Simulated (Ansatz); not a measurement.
TlCl (CsCl type, Pm-3m), plane-wave PAW LDA (Ansatz code): ε∞ = 6.35, cell volume 50.41 Å³. Infrared-active transverse modes:

| ω_TO (cm⁻¹) | oscillator strength S_xx (e²/amu) |
|---|---|
| 63.7 | 0.1564 |

Q: Compute the static dielectric constant.

A: Each mode adds (4.921e7/V) S/ω²: 37.56. So ε0 = 43.9.

Q: What LO frequency does the Lyddane–Sachs–Teller relation give?

A: ω_LO = ω_TO √(ε0/ε∞) = 168 cm⁻¹.

Symmetry was held in the LDA relaxation; phonons on a q-mesh show no instability. The volume moved by -15 % from the start of the relaxation. The volume fell by over 15 % from the filed cell, which may lack light atoms or belong to other conditions. Spin–orbit coupling is left out wherever it is not named.

Potentials: the later of the program's two PAW sets.
